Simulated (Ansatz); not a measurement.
Ansatz (an electronic-structure program) input:

Ansatz 0.2 input:
```yaml
crystal:
  lattice:
    - [0.0, 3.6870776874, 3.6870776874]
    - [3.6870776874, 0.0, 3.6870776874]
    - [3.6870776874, 3.6870776874, 0.0]
  atoms:
    - { symbol: Sc, position: [0.0, 0.0, 0.0] }
    - { symbol: B, position: [0.8384612423, 0.1615387577, 0.5] }
    - { symbol: B, position: [0.1615387577, 0.8384612423, 0.5] }
    - { symbol: B, position: [0.5, 0.5, 0.1615387577] }
    - { symbol: B, position: [0.5, 0.5, 0.8384612423] }
    - { symbol: B, position: [0.5, 0.8384612423, 0.1615387577] }
    - { symbol: B, position: [0.5, 0.1615387577, 0.8384612423] }
    - { symbol: B, position: [0.1615387577, 0.5, 0.5] }
    - { symbol: B, position: [0.8384612423, 0.5, 0.5] }
    - { symbol: B, position: [0.1615387577, 0.5, 0.8384612423] }
    - { symbol: B, position: [0.8384612423, 0.5, 0.1615387577] }
    - { symbol: B, position: [0.5, 0.1615387577, 0.5] }
    - { symbol: B, position: [0.5, 0.8384612423, 0.5] }
kpoints:
  mp_grid: { grid: [20, 20, 20] }
hamiltonian:
  xc: pbesol
  pseudopotentials: { kind: paw }
scf:
  occupations: { method: fermi_dirac, width: 0.1 }
elastic: { mode: relaxed_ion, stencil: two_point, amplitude: 0.005, f_tol: 0.0005 }
```

Output (shortened):

```
Pseudopotential: Sc, paw, valence charge 11
Pseudopotential: B, paw, valence charge 3
Functional definition: PBEsol
Crystal: 13 atoms, lattice volume = 100.248 Å³
Basis set: ecut = 420 eV, 1917 PW (Γ), exchange–correlation on 72×72×72 points (8 copies of the dense FFT grid, shifted against one another)
Bands: 37, of which v1, the nominal top of the filled ones, is band 24 counted from 1 (23 counted from 0)
Symmetry: 48 space group operations
Space group: Fm-3m (ITA 225), of the structure as read, at distance tolerance 4.6e-5 Å
k-points: 256 of 8000
SCF 1 converged in 10 iterations: F = -3946.220166 eV  dr2 = 4.24e-14
Crystal: 13 atoms, lattice volume = 99.747 Å³
Symmetry: 16 space group operations
k-points: 641 of 8000
SCF 2 converged in 10 iterations: F = -3946.216750 eV  dr2 = 3.64e-14
relax step   1: F+E_penalty+E_count = -3946.21674981 eV  Δ(F+E_penalty+E_count) = +0.000e0 eV  max|allowed force component| = 3.981e-2 eV/Å  Δτ_max = 0.0000 Å  (10 SCF iters, accepted)
Crystal: 13 atoms, lattice volume = 99.747 Å³
SCF 3 converged in 8 iterations: F = -3946.216945 eV  dr2 = 2.74e-14
relax step   2: F+E_penalty+E_count = -3946.21694461 eV  Δ(F+E_penalty+E_count) = -1.948e-4 eV  max|allowed force component| = 2.064e-2 eV/Å  Δτ_max = 0.0006 Å  (8 SCF iters, accepted)
Crystal: 13 atoms, lattice volume = 99.747 Å³
SCF 4 converged in 8 iterations: F = -3946.217016 eV  dr2 = 2.22e-14
relax step   3: F+E_penalty+E_count = -3946.21701552 eV  Δ(F+E_penalty+E_count) = -7.091e-5 eV  max|allowed force component| = 9.979e-5 eV/Å  Δτ_max = 0.0006 Å  (8 SCF iters, accepted)
Crystal: 13 atoms, lattice volume = 99.747 Å³
SCF 5 converged in 5 iterations: F = -3946.217016 eV  dr2 = 5.80e-16
Crystal: 13 atoms, lattice volume = 100.750 Å³
Basis set: ecut = 420 eV, 1973 PW (Γ), exchange–correlation on 72×72×72 points (8 copies of the dense FFT grid, shifted against one another)
SCF 6 converged in 10 iterations: F = -3946.216775 eV  dr2 = 3.49e-15
relax step   1: F+E_penalty+E_count = -3946.21677548 eV  Δ(F+E_penalty+E_count) = +0.000e0 eV  max|allowed force component| = 3.926e-2 eV/Å  Δτ_max = 0.0000 Å  (10 SCF iters, accepted)
Crystal: 13 atoms, lattice volume = 100.750 Å³
SCF 7 converged in 8 iterations: F = -3946.217032 eV  dr2 = 5.16e-15
relax step   2: F+E_penalty+E_count = -3946.21703232 eV  Δ(F+E_penalty+E_count) = -2.568e-4 eV  max|allowed force component| = 7.506e-4 eV/Å  Δτ_max = 0.0012 Å  (8 SCF iters, accepted)
Crystal: 13 atoms, lattice volume = 100.750 Å³
SCF 8 converged in 10 iterations: F = -3946.217032 eV  dr2 = 0.0
relax step   3: F+E_penalty+E_count = -3946.21703241 eV  Δ(F+E_penalty+E_count) = -9.105e-8 eV  max|allowed force component| = 7.620e-5 eV/Å  Δτ_max = 0.0000 Å  (10 SCF iters, accepted)
Crystal: 13 atoms, lattice volume = 100.750 Å³
SCF 9 converged in 8 iterations: F = -3946.217032 eV  dr2 = 5.39e-15
Crystal: 13 atoms, lattice volume = 100.248 Å³
Basis set: ecut = 420 eV, 1949 PW (Γ), exchange–correlation on 72×72×72 points (8 copies of the dense FFT grid, shifted against one another)
Symmetry: 8 space group operations
k-points: 1166 of 8000
SCF 10 converged in 9 iterations: F = -3946.218062 eV  dr2 = 2.43e-14
relax step   1: F+E_penalty+E_count = -3946.21806249 eV  Δ(F+E_penalty+E_count) = +0.000e0 eV  max|allowed force component| = 4.187e-2 eV/Å  Δτ_max = 0.0000 Å  (9 SCF iters, accepted)
Crystal: 13 atoms, lattice volume = 100.248 Å³
SCF 11 converged in 7 iterations: F = -3946.218220 eV  dr2 = 4.74e-14
relax step   2: F+E_penalty+E_count = -3946.21822050 eV  Δ(F+E_penalty+E_count) = -1.580e-4 eV  max|allowed force component| = 2.180e-2 eV/Å  Δτ_max = 0.0006 Å  (7 SCF iters, accepted)
Crystal: 13 atoms, lattice volume = 100.248 Å³
SCF 12 converged in 7 iterations: F = -3946.218279 eV  dr2 = 5.22e-14
relax step   3: F+E_penalty+E_count = -3946.21827851 eV  Δ(F+E_penalty+E_count) = -5.802e-5 eV  max|allowed force component| = 5.211e-4 eV/Å  Δτ_max = 0.0007 Å  (7 SCF iters, accepted)
Crystal: 13 atoms, lattice volume = 100.248 Å³
SCF 13 converged in 10 iterations: F = -3946.218279 eV  dr2 = 0.0
relax step   4: F+E_penalty+E_count = -3946.21827853 eV  Δ(F+E_penalty+E_count) = -2.102e-8 eV  max|allowed force component| = 9.999e-5 eV/Å  Δτ_max = 0.0000 Å  (10 SCF iters, accepted)
Crystal: 13 atoms, lattice volume = 100.248 Å³
SCF 14 converged in 8 iterations: F = -3946.218279 eV  dr2 = 4.33e-15
Crystal: 13 atoms, lattice volume = 100.248 Å³
SCF 15 converged in 9 iterations: F = -3946.218062 eV  dr2 = 2.46e-14
relax step   1: F+E_penalty+E_count = -3946.21806249 eV  Δ(F+E_penalty+E_count) = +0.000e0 eV  max|allowed force component| = 4.187e-2 eV/Å  Δτ_max = 0.0000 Å  (9 SCF iters, accepted)
Crystal: 13 atoms, lattice volume = 100.248 Å³
SCF 16 converged in 8 iterations: F = -3946.218278 eV  dr2 = 2.85e-15
relax step   2: F+E_penalty+E_count = -3946.21827847 eV  Δ(F+E_penalty+E_count) = -2.160e-4 eV  max|allowed force component| = 6.201e-4 eV/Å  Δτ_max = 0.0013 Å  (8 SCF iters, accepted)
Crystal: 13 atoms, lattice volume = 100.248 Å³
SCF 17 converged in 10 iterations: F = -3946.218279 eV  dr2 = 0.0
relax step   3: F+E_penalty+E_count = -3946.21827853 eV  Δ(F+E_penalty+E_count) = -6.570e-8 eV  max|allowed force component| = 6.789e-5 eV/Å  Δτ_max = 0.0000 Å  (10 SCF iters, accepted)
Crystal: 13 atoms, lattice volume = 100.248 Å³
SCF 18 converged in 8 iterations: F = -3946.218279 eV  dr2 = 4.53e-15
SCF converged after 10 iterations
Free energy (F): -3946.220166 eV
Harris-Foulkes:  -3946.220166 eV  (|F-HF|=4.55e-13)
Internal energy: -3946.185733 eV  (E = F + TS)
E sigma→0 (E₀):  -3946.202949 eV
Entropy (-TS):   -0.034432 eV (-2.649 meV/atom)
Fermi energy:    10.351038 eV
--- Per-component energies (eV) ---
  E_band       = -15.654712
  E_kinetic    = 859.110194
  E_local      = -1014.202393  (includes V_loc(G=0)·N_el)
  E_nonlocal   = 221.574179
  E_hartree    = 329.573543
  E_xc         = -493.183985
  E_vxc        = -593.502865  (∫ρ·V_xc dr)
  E_paw        = -1837.449896  (= ΣΔE_a)
  E_vpaw       = -147.780880  (= ΣTr[D̂ρ^β])
  E_aug_tail   = -0.000028  (compensation charges beyond the density's cutoff)
  E_ewald      = -2011.912903
  E_core_change = 0.305556  (= ΣΔE_core)
  E_smearing   = -0.034432  (= −TS)
  E_closure    = 0.000000  (closes the sum)
  Σ components = -3946.220166   (vs F -3946.220166, Δ=0.00e0)
--- Forces (eV/Å), atoms counted from 1 ---
  atom   1  Sc     0.00000000     0.00000000     0.00000000
  atom   2  B      0.00030210    -0.00030210     0.00000000
  atom   3  B     -0.00030210     0.00030210     0.00000000
  atom   4  B      0.00030210     0.00030210     0.00000000
  atom   5  B     -0.00030210    -0.00030210     0.00000000
  atom   6  B      0.00000000     0.00030210    -0.00030210
  atom   7  B      0.00000000    -0.00030210     0.00030210
  atom   8  B      0.00000000     0.00030210     0.00030210
  atom   9  B      0.00000000    -0.00030210    -0.00030210
  atom  10  B     -0.00030210     0.00000000     0.00030210
  atom  11  B      0.00030210     0.00000000    -0.00030210
  atom  12  B      0.00030210     0.00000000     0.00030210
  atom  13  B     -0.00030210     0.00000000    -0.00030210
  max |Σ_I F_I| component: 5.40e-17 eV/Å
--- Stress (GPa, compression-positive) ---
       -0.005934       0.000000       0.000000
        0.000000      -0.005934       0.000000
        0.000000       0.000000      -0.005934
  P = ⅓ Tr σ = -0.0059 GPa (-0.059 kbar)
--- Band table (eV; the first three rows and the last of 256) ---
  k-point 0: bands = ["-39.0737", "-17.8132", "-17.8132", "-17.8132", "-4.7767", "0.4964", "0.4964", "0.4964", "2.0490", "2.0490", "2.0490", "2.3688", "3.2338", "3.5619", "3.5619", "5.7706", "5.7706", "5.7706", "9.0834", "9.0834", "9.0834", "9.7346", …
  k-point 1: bands = ["-39.0737", "-17.8133", "-17.8132", "-17.8132", "-4.7633", "0.3813", "0.4789", "0.4789", "2.0198", "2.0769", "2.0769", "2.4551", "3.3307", "3.5491", "3.5491", "5.7539", "5.8215", "5.8215", "9.0446", "9.0446", "9.0502", "9.6811", …
  k-point 2: bands = ["-39.0737", "-17.8136", "-17.8133", "-17.8133", "-4.7234", "0.1006", "0.4316", "0.4316", "1.9197", "2.1522", "2.1522", "2.6993", "3.5213", "3.5213", "3.5805", "5.7096", "5.9664", "5.9664", "8.8984", "8.8984", "8.9506", "9.5750", …
  k-point 255: bands = ["-39.0737", "-17.8162", "-17.8162", "-17.8149", "-3.6811", "-1.4467", "-1.4467", "-0.8134", "2.4532", "2.4532", "2.8556", "3.3923", "4.7952", "5.8057", "6.1255", "6.1255", "6.2443", "7.6338", "7.8322", "7.8322", "8.2125", "8.3091", …
--- Elastic constants: 2 strain directions × 2 members + reference (group order 48) ---
  dense FFT box of the reference and of every strained cell: 36×36×36
  strains applied: 11, 23; error gains: componentwise 1.00 (the most a stress slope's error grows in a printed constant), spectral 1.73 (1 for all six strains …
  C = ∂σ_k/∂η_j (tension-positive GPa; Voigt order 11 22 33 23 13 12):
       402.941    134.075    134.075      0.000      0.000      0.000
       134.075    402.941    134.075      0.000      0.000      0.000
       134.075    134.075    402.941      0.000      0.000      0.000
         0.000      0.000      0.000    242.577      0.000      0.000
         0.000      0.000      0.000      0.000    242.577      0.000
         0.000      0.000      0.000      0.000      0.000    242.577
  reference stress σ⁰ (GPa):      0.006      0.006      0.006      0.000      0.000      0.000
  moduli (Voigt/Reuss/Hill, GPa): K = 223.70/223.70/223.70   G = 199.32/183.52/191.42   E = 446.81   ν = 0.167
  mechanically stable: yes (min eigenvalue of sym C = 242.58 GPa)
  strain η (Voigt 11):  stress-route row diagonal C_11 = 402.94 GPa, energy-path curvature d²(F+E_count+ΔE)/dδ²/Ω₀ = 402.91 GPa
         δ    σ_11 (GPa)             F (eV)   n_scf  n_hpsi   n_pw
    -5.000e-3      -2.0311       -3946.2170155       5  269350   1976   relax 3 steps, max|allowed force component| 9.98e-5 eV/Å
     5.000e-3       1.9983       -3946.2170324       8  338732   2000   relax 3 steps, max|allowed force component| 7.62e-5 eV/Å
  strain η (Voigt 23):  stress-route row diagonal C_44 = 242.58 GPa, energy-path curvature d²(F+E_count+ΔE)/dδ²/Ω₀ = 242.58 GPa
         δ    σ_23 (GPa)             F (eV)   n_scf  n_hpsi   n_pw
    -5.000e-3      -1.2129       -3946.2182785       8  618346   1982   relax 4 steps, max|allowed force component| 1.00e-4 eV/Å
     5.000e-3       1.2129       -3946.2182785       8  618352   1982   relax 3 steps, max|allowed force component| 6.79e-5 eV/Å
```

Cost: around 40 core-minutes (rough) on shared cores.

The first step of the workflow began from a Materials Project structure, measured or hypothetical; the Crystallography Open Database files this formula in space group No. 225, but the cells were not matched. Whether it is the stable phase at ambient conditions was not checked. The cell was relaxed with PBEsol under the symmetry of its start. At this level the phase is dynamically unstable (imaginary phonons). No spin polarisation was allowed. As this level gives no gap, shear constants depend on the k-mesh and smearing (Fermi–Dirac, 0.1 eV here).

Potentials: the later of the program's two PAW sets.

Ansatz is a plane-wave DFT program.
